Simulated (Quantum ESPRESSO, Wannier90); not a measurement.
## TePb2S (R-3m): Wannier90 run

```
begin unit_cell_cart
ang
   -2.2219750881    3.8485737457    0.0000000000
   -4.4439501762    0.0000000000    0.0000000000
   -2.2219750881    1.2828579152    7.2598900000
end unit_cell_cart
begin atoms_frac
Te   0.5000000000  0.5000000000  0.5000000000
Pb   0.2582840000  0.2582840000  0.2251480000
Pb  -0.2582840000 -0.2582840000 -0.2251480000
S    0.0000000000  0.0000000000  0.0000000000
end atoms_frac
```

Cell from Materials Project (mp-1217283), symmetrised, no further relaxation. Not found in the COD (Crystallography Open Database) copy used; not checked further. Computed values, not measurements, from PBEsol: Quantum ESPRESSO (norm-conserving PseudoDojo potentials, cutoff 64 Ry, spinors with spin-orbit coupling) on a Γ-centred 4×4×4 mesh, then Wannier90. Density: 8×8×8 mesh, cold smearing 0.01 Ry. With spin-orbit coupling a semilocal functional can close or falsely invert a small gap; the band order was not checked against a better method.

A tight-binding model is made by disentanglement and projection with no localisation steps (num_iter = 0), so the 32 orbitals stay atom-like: hydrogen-like Te: s;p; Pb: s;p; S: s;p, axes along x, y, z; frozen window up to 1.50 eV relative to the Fermi level. It follows pw.x to 7.8 meV rms for states up to 1.0 eV relative to the Fermi level. Matrix elements depend on this choice of orbitals and windows.

The 30 largest hoppings ⟨m,0|H|n,R⟩ between different sites (one of each Hermitian pair; signs follow the real orbitals' lobes; the list may end inside a set of equal values):

| m | n | R | distance of the centres (Å) | t (eV) | Im t (eV) |
|---|---|---|---|---|---|
| Te1 py↑ | Pb3 pz↑ | 0 1 1 | 3.25 | -1.095 | 0.000 |
| Te1 py↓ | Pb3 pz↓ | 0 1 1 | 3.25 | -1.095 | 0.000 |
| Te1 py↑ | Pb2 pz↑ | 1 0 0 | 3.25 | -1.095 | 0.000 |
| Te1 py↓ | Pb2 pz↓ | 1 0 0 | 3.25 | -1.095 | 0.000 |
| Te1 pz↑ | Pb3 py↑ | 0 1 1 | 3.25 | -1.085 | 0.000 |
| Te1 pz↓ | Pb3 py↓ | 0 1 1 | 3.25 | -1.085 | 0.000 |
| Te1 pz↑ | Pb2 py↑ | 1 0 0 | 3.25 | -1.085 | 0.000 |
| Te1 pz↓ | Pb2 py↓ | 1 0 0 | 3.25 | -1.085 | 0.000 |
| Pb2 py↑ | S4 py↑ | 1 0 0 | 3.04 | 1.079 | 0.000 |
| Pb2 py↓ | S4 py↓ | 1 0 0 | 3.04 | 1.079 | 0.000 |
| S4 py↑ | Pb3 py↑ | 1 0 0 | 3.04 | 1.079 | 0.000 |
| S4 py↓ | Pb3 py↓ | 1 0 0 | 3.04 | 1.079 | 0.000 |
| Te1 py↑ | Pb3 py↑ | 0 1 1 | 3.25 | 1.021 | 0.000 |
| Te1 py↓ | Pb3 py↓ | 0 1 1 | 3.25 | 1.021 | 0.000 |
| Te1 py↑ | Pb2 py↑ | 1 0 0 | 3.25 | 1.021 | 0.000 |
| Te1 py↓ | Pb2 py↓ | 1 0 0 | 3.25 | 1.021 | 0.000 |
| Pb2 py↑ | S4 pz↑ | 1 0 0 | 3.04 | -0.964 | 0.000 |
| Pb2 py↓ | S4 pz↓ | 1 0 0 | 3.04 | -0.964 | 0.000 |
| S4 pz↑ | Pb3 py↑ | 1 0 0 | 3.04 | -0.964 | 0.000 |
| S4 pz↓ | Pb3 py↓ | 1 0 0 | 3.04 | -0.964 | 0.000 |
| Te1 px↑ | Pb3 pz↑ | 1 1 1 | 3.25 | -0.949 | -0.007 |
| Te1 px↓ | Pb3 pz↓ | 1 1 1 | 3.25 | -0.949 | 0.007 |
| Pb2 pz↑ | Te1 px↑ | 0 0 0 | 3.25 | -0.949 | 0.007 |
| Pb2 pz↓ | Te1 px↓ | 0 0 0 | 3.25 | -0.949 | -0.007 |
| Te1 px↑ | Pb2 pz↑ | 0 1 0 | 3.25 | 0.949 | -0.007 |
| Te1 px↓ | Pb2 pz↓ | 0 1 0 | 3.25 | 0.949 | 0.007 |
| Te1 px↑ | Pb3 pz↑ | 1 0 1 | 3.25 | 0.949 | -0.007 |
| Te1 px↓ | Pb3 pz↓ | 1 0 1 | 3.25 | 0.949 | 0.007 |
| Te1 pz↑ | Pb3 px↑ | 1 1 1 | 3.25 | -0.939 | 0.013 |
| Te1 pz↓ | Pb3 px↓ | 1 1 1 | 3.25 | -0.939 | -0.013 |
